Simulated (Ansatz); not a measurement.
# MgH12SO9: 17O nuclear quadrupole resonance

Cell: a measured structure from the Crystallography Open Database (COD), its atoms then relaxed with PBE in this cell.

Space group R3:H (No. 146); a = 8.8027, c = 9.0552 Å, γ = 120.00°.

| site | Wyckoff | site symmetry | x | y | z |
| --- | --- | --- | --- | --- | --- |
| Mg | 3a | 3. | 0.0000 | 0.0000 | 0.0026 |
| H2 | 9b | 1 | 0.2668 | 0.3477 | 0.5450 |
| H5 | 9b | 1 | 0.9763 | 0.8182 | 0.7501 |
| H8 | 9b | 1 | 0.5550 | 0.5202 | 0.4958 |
| H11 | 9b | 1 | 0.7642 | 0.6375 | 0.4998 |
| S | 3a | 3. | 0.0000 | 0.0000 | 0.4967 |
| O15 | 9b | 1 | 0.1801 | 0.1291 | 0.5694 |
| O18 | 9b | 1 | 0.3356 | 0.4763 | 0.5237 |
| O21 | 9b | 1 | 0.6646 | 0.5313 | 0.4558 |

One atom of each set is listed; the run and its k-mesh use a cell of 23 atoms with edges of 5.91, 5.91, 5.91 Å.

Computed with Ansatz: DFT, PBE, plane waves and PAW, scalar-relativistic, 420 eV cutoff, Γ-centred 4×4×4 k-points, Fermi–Dirac smearing 0.02 eV.

17O: I = 5/2, Q = -25.58 mb (year-2017 value). Static lattice, zero field.

Q: At which frequencies do the 17O NQR lines lie?

A: For I = 5/2 and η = 0 the lines are 3|C_Q|/20 and twice that; η pulls their ratio below 2. At large η the states mix, and weaker lines appear at sums of the main ones; lines under 5 % of the strongest are left out.

| site | atoms | V_zz (10²¹ V/m²) | C_Q (MHz) | η | line frequencies (MHz) |
| --- | --- | --- | --- | --- | --- |
| O15 | 3 | 12.32 | -7.62 | 0.06 | 1.15, 2.28 |
| O18 | 3 | -11.41 | 7.06 | 0.77 | 1.60, 1.94, 3.54 |
| O21 | 3 | -14.12 | 8.73 | 0.68 | 1.85, 2.44 |

At O15 V_zz points along its bond to S (within 2°). At O21 V_zz stands upright on the plane through its three neighbours (within 5°).
